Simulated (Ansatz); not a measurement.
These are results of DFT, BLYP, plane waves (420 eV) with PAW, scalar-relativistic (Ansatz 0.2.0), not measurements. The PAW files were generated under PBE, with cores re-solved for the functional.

An element in the bcc structure gives this curve. The cell is scaled uniformly from the relaxed one, with fractional coordinates and shape fixed. Energies are extrapolated to zero smearing, pressures are those at the given smearing. Magnetic state: spin not included.

```tsv
V (Å³/atom)	E − E₀ (meV/atom)	P (GPa)
13.818	280.1	53.90
14.446	114.4	31.85
15.074	26.2	14.23
15.702	-0.1	0.16
16.330	23.1	-11.06
16.958	85.7	-20.00
17.586	179.6	-27.07
```

Task: Which element is it?
A. tungsten
B. molybdenum
C. ruthenium
D. rhenium

Result: D. Its fit is V₀ = 15.70 Å³/atom, B₀ = 314 GPa, B₀′ = 4.6.
